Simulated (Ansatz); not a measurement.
GePd5:
Space group C2/m (No. 12); a = 5.537 Å, b = 7.723 Å, c = 8.470 Å, α = γ = 90.00°, β = 98.07°

| atom | site | symmetry | x | y | z |
|---|---|---|---|---|---|
| Ge | 4i | m | 0.2270 | 0.0000 | 0.7073 |
| Pd | 4h | 2 | 0.5000 | 0.3124 | 0.5000 |
| Pd | 8j | 1 | 0.0347 | 0.2414 | 0.1737 |
| Pd | 4i | m | 0.3447 | 0.0000 | 0.3527 |
| Pd | 4i | m | 0.2554 | 0.0000 | 0.0060 |
(The calculation used a cell of 12 atoms; values per cell refer to that cell.)

Relaxed with r²SCAN.

Task: Tabulate the valence density and the electron localisation function along the shortest Pd–Pd contact (2.73 Å), r²SCAN in the plane-wave PAW code Ansatz.

Result: 

| distance from Pd (Å) | density (e/Å³) | ELF |
|---|---|---|
| 0.27 | 12.48 | 0.36 |
| 0.41 | 10.29 | 0.47 |
| 0.55 | 7.09 | 0.53 |
| 0.68 | 3.89 | 0.52 |
| 0.82 | 1.77 | 0.43 |
| 0.95 | 0.84 | 0.31 |
| 1.09 | 0.49 | 0.23 |
| 1.23 | 0.34 | 0.20 |
| 1.36 | 0.31 | 0.19 |
| 1.50 | 0.34 | 0.20 |
| 1.64 | 0.49 | 0.23 |
| 1.77 | 0.84 | 0.31 |
| 1.91 | 1.77 | 0.43 |
| 2.04 | 3.89 | 0.52 |
| 2.18 | 7.09 | 0.53 |
| 2.32 | 10.29 | 0.47 |
| 2.45 | 12.48 | 0.36 |

The density is the valence pseudo-density with augmentation charge, so density and ELF within about 1 Å of a nucleus are not all-electron values.

The workflow started from a Materials Project entry (that database holds measured and hypothetical structures alike); the Crystallography Open Database copy checked does not list it. Whether it is the stable phase at ambient conditions was not checked. The cell was relaxed with r²SCAN under the symmetry of its start; its stability against distortions is not shown here. The run is not spin-polarised.

Potentials: the later of the program's two PAW sets.
